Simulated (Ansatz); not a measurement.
ZrTa (CsCl type, Pm-3m), a = b = c = 3.435 Å, α = β = γ = 90.00°.

Relaxed with r²SCAN.

Tabulate the valence density and the electron localisation function along the shortest Ta–Zr contact (2.97 Å), r²SCAN (plane waves, PAW; program Ansatz).



```tsv
distance from Ta (Å)	density (e/Å³)	ELF
0.30	4.33	0.34
0.45	4.44	0.64
0.59	3.52	0.74
0.74	2.18	0.68
0.89	1.08	0.47
1.04	0.52	0.25
1.19	0.33	0.20
1.34	0.26	0.23
1.49	0.23	0.23
1.64	0.24	0.17
1.78	0.31	0.16
1.93	0.50	0.28
2.08	1.00	0.56
2.23	1.94	0.77
2.38	3.16	0.81
2.53	4.04	0.73
2.68	3.95	0.43
```

The density is the valence pseudo-density with augmentation charge, so density and ELF within about 1 Å of a nucleus are not all-electron values.

The start of the workflow was typed in or built on a structure type; neither database checked (COD, Materials Project) lists it. Its standing as an ambient phase is unchecked. The r²SCAN relaxation kept the symmetry of its start; its stability against distortions is not shown here. The run is not spin-polarised. Its formation energy is positive at this level, so the cell may be metastable or incomplete. Scalar-relativistic: spin–orbit coupling is off unless named, which matters more the heavier the elements.

Potentials: the later of the program's two PAW sets.
